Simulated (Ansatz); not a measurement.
PbS:
```
CELL_PARAMETERS angstrom
      0.00000     3.30090     3.30090
      3.30090     0.00000     3.30090
      3.30090     3.30090     0.00000
ATOMIC_POSITIONS crystal
  S  0.25000 0.25000 0.25000
  Pb 0.00000 0.00000 0.00000
```

Relaxed with r²SCAN.

Question: Give the Bader charges and basin volumes of the independent atoms, plane-wave PAW r²SCAN (Ansatz code).

Answer: 

| atom | Bader charge (e) | Bader volume (Å³) |
|---|---|---|
| S1 | -1.03 | 38.7 |
| Pb2 | +1.03 | 32.5 |

Space group F-43m (zinc blende). The start of the workflow was typed in or built on a structure type; neither database checked (COD, Materials Project) lists it. It is not the phase usual at ambient conditions (space group No. 225). The cell was relaxed with r²SCAN under the symmetry of its start. At this level the phase is mechanically unstable. Spin–orbit coupling is left out wherever it is not named.

Potentials: the earlier of the program's two PAW sets.
